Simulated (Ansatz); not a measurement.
Data:

SiO2:
```
SiO2
1.0
    4.07162     0.00000     0.00000
    0.00000     5.03012     0.00000
    0.00000     0.00000     4.48325
Si O
4 8
Cartesian
  2.03581   1.75130   3.36244
  2.03581   3.27882   1.12081
  0.00000   0.76376   1.12081
  0.00000   4.26636   3.36244
  1.09458   3.10833   2.60204
  2.97704   1.92179   1.88120
  0.94123   4.43685   0.36042
  3.13039   0.59327   4.12283
  3.13039   4.43685   1.88120
  0.94123   0.59327   2.60204
  2.97704   3.10833   4.12283
  1.09458   1.92179   0.36042
```

This is the r²SCAN-relaxed structure. Cartesian axes are those of the cell as given.

Question: All from the program Ansatz at the r²SCAN level (PAW), unless another level is named. Estimate the Young's modulus.

Answer: 574 GPa.

Question: Give the elastic constants (relaxed ions, GPa).

Answer: C11 = 578, C22 = 626, C33 = 701, C12 = 182, C13 = 175, C23 = 177, C44 = 220, C55 = 247, C66 = 266.

Question: Next, the highest zone-centre frequency (without LO–TO term)?

Answer: 933 cm⁻¹.

Space group Pbcn. The first step of the workflow began from a Materials Project structure, measured or hypothetical; the Crystallography Open Database copy checked does not list it. It is not the phase usual at ambient conditions (space group No. 92, 152, 154). Symmetry was held in the r²SCAN relaxation; of distortions, only those at the zone centre were tested.

Potentials: the later of the program's two PAW sets.
